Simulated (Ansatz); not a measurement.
In3GaP4 as one 8-atom ordering on the zincblende lattice, 8 atoms and 72 valence electrons in a cell of about 194 Å³, was run 8 times in the PAW code Ansatz, each time on 4 threads of AMD EPYC 9B45 (Zen 5), on a shared host. The times are single readings and vary with the host's load.

```tsv
run	k mesh	irreducible k	cutoff (eV)	plane waves	bands	SCF iterations	wall time	peak host memory (GiB)
relaxation, PBE	4×4×4	10	420	3887	44	31	4.1 s	0.62
relaxation, r2SCAN	4×4×4	10	500	4945	44	30	7.3 s	0.92
bands, PBE	4×4×4	10	420	3791	42	7	3 s	0.72
single point, r2SCAN	4×4×4	10	500	4945	42	7	2.1 s	0.87
single point, HSE06	4×4×4	10	420	3791	42	15	62 s	3.7
single point, PBE+SOC	4×4×4	10	420	3791	84	8	8.8 s	1.7
field response, r2SCAN	4×4×4	21	500	4945	44	14	43 s	2.4
single point, PBE0	4×4×4	10	420	3791	42	16	63 s	3.7
```

The slowest run (single point, PBE0) took about 29 times as long as the quickest (single point, r2SCAN).

Only the levels marked +SOC include spin-orbit coupling.
